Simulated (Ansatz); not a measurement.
ZnSnP₂:
```cif
data_P8Sn4Zn4
_chemical_formula_sum 'Zn4 Sn4 P8'
_space_group_name_H-M_alt 'I-42d'
_space_group_IT_number 122
_space_group_name_Hall 'I -4 2bw'
_cell_length_a 5.65046
_cell_length_b 5.65046
_cell_length_c 11.32580
_cell_angle_alpha 90.000
_cell_angle_beta 90.000
_cell_angle_gamma 90.000
loop_
_atom_site_label
_atom_site_type_symbol
_atom_site_symmetry_multiplicity
_atom_site_Wyckoff_symbol
_atom_site_fract_x
_atom_site_fract_y
_atom_site_fract_z
_atom_site_occupancy
Zn1 Zn 4 a 0.00000 0.00000 0.00000 1
Sn1 Sn 4 b 0.00000 0.00000 0.50000 1
P1 P 8 d 0.25000 0.27175 0.37500 1
```
(The calculation used a cell of 8 atoms; values per cell refer to that cell.)

Relaxed with r²SCAN. 

HSE06 on this cell (Ansatz, a quantum-chemistry and plane-wave program, PAW) gives a gap of 1.68 eV. What does r²SCAN give?

1.25 eV.

Cost on shared cores: the r²SCAN run (SCF on a 7×7×7 mesh, then bands and DOS) roughly 9 core-minutes, the HSE06 run (SCF on 4×4×4, then a few points) about 3.0 core-minutes (a rough figure); the tasks are unlike.

Symmetry was held in the r²SCAN relaxation. Scalar-relativistic: spin–orbit coupling is off unless named, which matters more the heavier the elements.

Potentials: the later of the program's two PAW sets.

Ansatz is a plane-wave DFT program.
